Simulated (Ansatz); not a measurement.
La₂Ga₇Au:
```
CELL_PARAMETERS angstrom
      4.43051     0.00000     0.00000
      0.00000     4.43051     0.00000
      0.00000     0.00000    10.43448
ATOMIC_POSITIONS crystal
  La 0.00000 0.00000 0.99474
  La 0.50000 0.50000 0.49379
  Ga 0.00000 0.50000 0.25033
  Ga 0.50000 0.00000 0.25033
  Ga 0.50000 0.00000 0.74920
  Ga 0.00000 0.50000 0.74920
  Ga 0.00000 0.00000 0.62045
  Ga 0.00000 0.00000 0.38350
  Ga 0.50000 0.50000 0.88402
  Au 0.50000 0.50000 0.12447
```

Relaxed with r²SCAN. Special points in fractions of this cell's reciprocal vectors: Γ (0.000, 0.000, 0.000); X (0.000, 0.500, 0.000); M (0.500, 0.500, 0.000); Z (0.000, 0.000, 0.500); R (0.000, 0.500, 0.500); A (0.500, 0.500, 0.500).

### Question
List the band energies nearest the Fermi level at these points for r²SCAN (plane waves, PAW; program Ansatz).

### Answer
In eV from the Fermi level; about four levels below and three above (degenerate sets whole), none deeper than 8.9 eV; points with the same levels are listed once.

| k | below | above |
|---|---|---|
| Γ | -2.18 -2.18 -0.46 -0.03 | 0.33 0.33 0.54 |
| X | -1.68 -0.85 -0.23 -0.04 | 0.04 0.04 1.52 |
| M | -2.64 -2.64 -2.00 -2.00 | 1.22 1.64 1.64 |
| Z | -2.19 -2.19 -1.83 -0.37 | 0.39 0.44 0.44 |
| R | -0.70 -0.68 -0.35 -0.29 | 0.04 0.28 0.47 |
| A | -2.60 -2.60 -2.55 -2.03 -2.03 | 0.30 0.90 1.61 1.61 |

Space group P4mm. The first step of the workflow began from a Materials Project structure, measured or hypothetical; the Crystallography Open Database copy checked does not list it. With Ga and Au taken as one species the cell has the higher symmetry I4/mmm, so it may be an ordered model of a mixed-site phase. Whether it is the stable phase at ambient conditions was not checked. The r²SCAN relaxation kept the symmetry of its start; its stability against distortions is not shown here. Spin–orbit coupling is left out wherever it is not named.

Potentials: the earlier of the program's two PAW sets.
